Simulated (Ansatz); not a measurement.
The relaxed structure here is a generated cell of Mo: the first start was made by placing the elements on the sites of a structure type, and the end was not matched to a known phase here, so it may be hypothetical. Known forms of Mo include space group No. 229.

A relaxed cell of Mo (P6₃/mmc (No. 194)), relaxed on a k-mesh at least as fine as the one used below. Level of theory: r2SCAN (plane waves to 500 eV, PAW, scalar-relativistic; Ansatz, a first-principles code). Γ-centred k-mesh 13×7×4 on the run's cell (coarser than for final values), Fermi–Dirac smearing 0.05 eV.

```xyz
8
Lattice="2.7508 0.0000 0.0000 -2.7508 4.7646 0.0000 0.0000 0.0000 9.7254" Properties=species:S:1:pos:R:3 pbc="T T T"
Mo     0.0000     0.0000     0.0000
Mo    -1.3754     2.3823     0.0000
Mo     0.0000     0.0000     4.8627
Mo    -1.3754     2.3823     4.8627
Mo     0.0000     1.5882     2.4313
Mo    -1.3754     3.9705     2.4313
Mo     1.3754     0.7941     7.2940
Mo     0.0000     3.1764     7.2940
```

Every atom was then displaced, and the forces became (eV/Å):

```csv
atom,Fx,Fy,Fz
Mo1,-0.02,-0.80,0.51
Mo2,-0.05,0.83,0.59
Mo3,0.04,0.53,0.50
Mo4,-0.01,-0.56,0.11
Mo5,-0.04,0.42,0.59
Mo6,-0.05,-0.42,0.05
Mo7,0.04,0.36,-1.32
Mo8,0.09,-0.36,-1.03
```

Problem. Which atom was moved farthest relative to the others, and in which direction?

Solution. Mo8, by (0.05, 0.04, 0.13) Å (0.14 Å, mean shift removed); the next is Mo1 with 0.11 Å. Its force makes an angle of 155° with its move.

All displacements (Å):

```json
[
 {"atom": "Mo1", "ux": "-0.037", "uy": "0.056", "uz": "-0.020"},
 {"atom": "Mo2", "ux": "0.045", "uy": "-0.042", "uz": "0.022"},
 {"atom": "Mo3", "ux": "0.005", "uy": "-0.094", "uz": "-0.036"},
 {"atom": "Mo4", "ux": "0.061", "uy": "-0.013", "uz": "0.057"},
 {"atom": "Mo5", "ux": "0.009", "uy": "-0.018", "uz": "-0.008"},
 {"atom": "Mo6", "ux": "0.044", "uy": "0.012", "uz": "-0.053"},
 {"atom": "Mo7", "ux": "0.094", "uy": "-0.012", "uz": "0.072"},
 {"atom": "Mo8", "ux": "0.085", "uy": "0.026", "uz": "0.151"}
]
```

The undisplaced cell is probably no minimum: from this displacement the run went on to Im-3m (No. 229), 0.48 eV/atom below it.

No spin polarisation in the result.
